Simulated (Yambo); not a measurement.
Yambo run on a free-standing GeTe monolayer (symmetry P3m1, slab cell 14.4 Å high). The wavefunctions come from this Quantum ESPRESSO step (PBE, PseudoDojo stringent norm-conserving files, scalar-relativistic):

```
&CONTROL
  calculation = 'nscf'
  pseudo_dir = './pseudo'
  outdir = './out'
/
&SYSTEM
  ibrav = 0
  nat = 2
  ntyp = 2
  ecutwfc = 124.0
  ecutrho = 496.0
  occupations = 'fixed'
  force_symmorphic = .true.
  nbnd = 207
  assume_isolated = '2D'
/
&ELECTRONS
  conv_thr = 2e-09
  diago_full_acc = .true.
  diago_thr_init = 1e-08
/
ATOMIC_SPECIES
Ge 72.6300 Ge.upf
Te 127.6000 Te.upf
CELL_PARAMETERS angstrom
  3.878917780642   0.000000000000   0.000000000000
 -1.939458890321   3.359241337227   0.000000000000
  0.000000000000   0.000000000000  14.400000000000
ATOMIC_POSITIONS crystal
Ge   0.333333333000   0.666666667000   0.053900972800
Te   0.000000000000   0.000000000333  -0.053900972800
K_POINTS automatic
6 6 1 0 0 0
```

Yambo input:

```
rim_cut
gw0
dyson
el_el_corr
HF_and_locXC
ppa
em1d
rim_w
RandQpts= 1000000
RandGvec= 2 Ry
CUTGeo= "slab z"
EXXRLvcs= 124 Ry
VXCRLvcs= 496 Ry
Chimod= "HARTREE"
% BndsRnXp
 9 | 206 |
%
NGsBlkXp= 8 Ry
% LongDrXp
 1.0 | 1.0 | 0.0 |
%
RandGvecW= 930 mRy
PPAPntXp= 27.2114 eV
% GbndRnge
 1 | 206 |
%
GTermKind= "BG"
DysSolver= "n"
ExtendOut
% QPkrange
 1 | 1 | 23 | 24 |
 3 | 3 | 23 | 24 |
 4 | 4 | 23 | 24 |
 7 | 7 | 23 | 24 |
%
```

k points by index: 1 = Γ, 3 = (0, 0.333), 4 = M, 7 = K.

Table of the .qp output:

```
#    K-point    Band    Eo [eV]    E [eV]    E-Eo [eV]    Vxc [eV]    Vnlxc [eV]    Sc|Eo [eV]    Sc|E [eV]    dSc/dw|Eo [eV]    Re(Z)    Im(Z)
#
    1    23    0.000000    -0.694726    -0.694726    -13.50843    -14.87391    0.433288    0.670754    -9.296451    0.745335    -0.004040
    1    24    2.122132    2.616131    0.493999    -11.52388    -7.737378    -3.132959    -3.292500    -8.779999    0.756029    -0.004223
    3    23    -0.701316    -1.551382    -0.850066    -12.01412    -13.85557    0.693429    0.991379    -9.533075    0.740534    -0.004127
    3    24    1.728834    2.077473    0.348639    -10.07294    -6.747881    -2.862983    -2.976417    -8.842668    0.754715    -0.004259
    4    23    -1.406988    -2.295641    -0.888653    -11.60881    -13.75425    0.937021    1.256784    -9.786529    0.735460    -0.004204
    4    24    2.088955    2.479261    0.390306    -10.57825    -6.960134    -3.098528    -3.227808    -9.002735    0.751378    -0.004272
    7    23    -1.442417    -2.325863    -0.883446    -11.82566    -13.99245    0.963490    1.283347    -9.847077    0.734259    -0.004191
    7    24    1.948540    2.305070    0.356530    -9.765285    -6.337783    -2.952569    -3.070972    -9.025618    0.750904    -0.004290
```
(The two width columns are left out.) Convergence of these settings isn't established.

Spin-orbit coupling is not included.

Geometry relaxed with PBEsol.

This is a model layer cut from the bulk structure; whether it is stable on its own was not checked.
